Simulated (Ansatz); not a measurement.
# Data sheet: Ge (DFT)

Ge:
```
Ge
1.0
   -3.40132     3.40132     3.40132
    3.40132    -3.40132     3.40132
    3.40132     3.40132    -3.40132
Ge
4
Direct
  0.00000   0.25000   0.50000
  0.25000   0.50000   0.00000
  0.50000   0.00000   0.25000
  0.25000   0.25000   0.25000
```

Space group I4_132 (No. 214); conventional cell a = b = c = 6.803 Å, α = β = γ = 90.00°.

Method: plane-wave PAW PBEsol (Ansatz code). Geometry: relaxed at this level of theory. Other levels are named where they apply.

### Cell and energy

| Quantity | Result |
|---|---|
| Volume per atom | 39.35 Å³ |
| Density | 3.06 g/cm³ |

### Electronic structure

| Quantity | Result |
|---|---|
| Electronic character | metallic (no gap) |
| Density of states at the Fermi level | 0.75 states/eV per atom (mean over ±0.08 eV) |
| Gap with spin–orbit coupling | none (metallic) |

### Mechanics

| Quantity | Value |
|---|---|
| Bulk modulus (Birch–Murnaghan fit) | 253 kbar |
| Pressure derivative B′ | 4.8 |
| Elastic constants (relaxed ions, GPa) | C11 = 22.4, C12 = 27.6, C44 = -5.0 |
| Mechanical stability | unstable (C has a negative eigenvalue) |

The start of the workflow was typed in or built on a structure type; neither database checked (COD, Materials Project) lists it. It is not the phase usual at ambient conditions (space group No. 227). The PBEsol relaxation kept the symmetry of its start. The volume moved by 44 % from the start of the relaxation. As this level gives no gap, shear constants depend on the k-mesh and smearing (Fermi–Dirac, 0.1 eV here). Spin–orbit coupling is left out wherever it is not named.

Potentials: the later of the program's two PAW sets.
